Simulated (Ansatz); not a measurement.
**Spin spirals in Ni (Fm-3m)**

```
Ni
1.0
     0.00000    1.76194    1.76194
     1.76194    0.00000    1.76194
     1.76194    1.76194    0.00000
Ni
1
Direct
  0.00000 0.00000 0.00000
```

Geometry: a structure as deposited in COD; nothing is relaxed.

The runs share PBE, 16×16×16 k mesh, Fermi–Dirac smearing of 0.1 eV. PAW means Ansatz 0.2.0 on its default frozen-core files; LAPW is all-electron LAPW in Ansatz 0.2.0. Site moments are integrated in spheres about the atoms, whose radii differ between the methods. Start moments of the first PAW run (μB): Ni 0.6.

Flat spirals without spin–orbit coupling: moments start in the xy plane and turn about z by q·R from cell to cell, and their directions inside a cell are free. q runs from Γ to K = (0.375, 0.375, 0.750) in reciprocal cell vectors. Energies count from each method's run at q = 0. Each q is a vector of the k mesh, and the mesh is shifted by q/2 where needed, so that both spin components are sampled on the same points as at q = 0. In Ansatz a GGA is taken by the program's default for non-collinear spins.

Task: Where along the line is the energy lowest?

Result: q = 0 is the lowest point of the line, so the state at q = 0 is stable against these spirals.
```
fraction of Γ–K  |q| (1/Å)  ΔF PAW (meV/cell)  ΔF LAPW (meV/cell)  largest moment, PAW (μB)
          0.000      0.000                0.0                 0.0                      0.65
          0.167      0.315               +9.2                   –                      0.64
          0.333      0.630              +27.3                   –                      0.51
          0.500      0.946              +36.4                   –                      0.19
          0.667      1.261              +36.5               +37.0                      0.00
          0.833      1.576              +36.5               +37.0                      0.00
          1.000      1.891              +36.5                   –                      0.00
```

Task: A further pair of PAW runs: spiral at 1 of the way from Γ to K, mesh halved and not shifted, against the same at q = 0. What is the energy difference?

Result: +33.3 meV/cell, with a largest moment of 0.00 μB. The halved mesh isn't converged.

The Ansatz runs typed with the search for lower states off end where their start leads. The magnetic state is the one that this cell and start allow. It needn't be the compound's measured order, which may need a larger cell or be absent.
